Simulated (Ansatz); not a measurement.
Data:

ZnS (zinc blende) is sheared across one {111} plane, glide cut: the third cell vector gains the shift, so faults repeat every 9.3 Å. The cut lies between planes 0.78 Å apart; the cell height is held.

```
ZnS
1.0
    3.81159     0.00000     0.00000
    1.90580     3.30094     0.00000
    0.00000     0.00000     9.33646
S Zn
3 3
Direct
  0.66667   0.66667   0.04167
  0.33333   0.33333   0.37500
  0.00000   0.00000   0.70833
  0.00000   0.00000   0.95833
  0.66667   0.66667   0.29167
  0.33333   0.33333   0.62500
```

In-plane vectors a = (3.812, 0.000) Å, b = (1.906, 3.301) Å, area 12.58 Å². The shift is s times the vector a + b (length 6.602 Å), so s = 1 restores the start. Atoms relax along the normal only. γ = [E(shift) − E(0)] / area.

The numbers are results of r2SCAN (plane waves to 500 eV, PAW, scalar-relativistic; Ansatz, a quantum-chemistry and plane-wave program), not measurements. k mesh 8×8×3 (Γ-centred), Fermi-Dirac smearing 0.05 eV. E is the zero-smearing estimate. Some relaxations began with atoms very close together and may have settled on another branch. Faults lie only 9.3 Å apart, and holding the cell height raises γ above its relaxed value. The PAW data are Ansatz's earlier set. ZnS was relaxed with its symmetry unable to fall. The zero of γ is zero shift.

The scan covers s from 0.000 to 0.917 in 12 points.

**Question.** At which s is γ highest?

**Answer.** s = 0.333.

**Question.** Does γ have a local minimum between the ends of the line, and at which s?

**Answer.** s = 0.667.

**Question.** What is γ at the local minimum s = 0.667, the intrinsic stacking fault?

**Answer.** 13 mJ/m².

**Question.** What is the highest γ among twelve even steps of s?

**Answer.** 4.66 J/m².

(The slope of γ gives the shear force per area between the displaced halves; near zero shift its curvature is an elastic stiffness.)
